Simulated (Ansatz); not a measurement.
# Si3N4: ¹⁴N nuclear quadrupole resonance

Cell: an entry of the Crystallography Open Database (COD) whose atoms were relaxed with PBE, the cell held.

Space group P6_3/m (No. 176); a = 7.6018, c = 2.9066 Å, γ = 120.00°.

```
site  Wyckoff  site symmetry       x       y       z
  Si       6h            m..  0.1737  0.7676  0.2500
  N7       2c           -6..  0.3333  0.6667  0.2500
  N9       6h            m..  0.3297  0.0296  0.2500
```

One atom of each set is listed.

The numbers come from a DFT calculation in Ansatz (r2SCAN, plane waves and PAW, scalar-relativistic, 500 eV cutoff, Γ-centred 4×4×10 k-points, Fermi–Dirac smearing 0.02 eV).

¹⁴N: I = 1, Q = 20.44 mb (year-2017 value). Static lattice, zero field.

(1) At which frequencies do the ¹⁴N NQR lines lie?

Answers

(1) For I = 1 the lines are ν± = (3/4)|C_Q|(1 ± η/3) and ν₀ = |C_Q|η/2.

| site | atoms | V_zz (10²¹ V/m²) | C_Q (MHz) | η | line frequencies (MHz) |
| --- | --- | --- | --- | --- | --- |
| N7 | 2 | -4.94 | -2.44 | 0.00 | 1.83 |
| N9 | 6 | -4.92 | -2.43 | 0.08 | 0.101, 1.77, 1.87 |

An axis of threefold or higher order runs through N7, so V_zz lies along it and η is zero. At N9 V_zz stands upright on the plane through its three neighbours (within 3°).
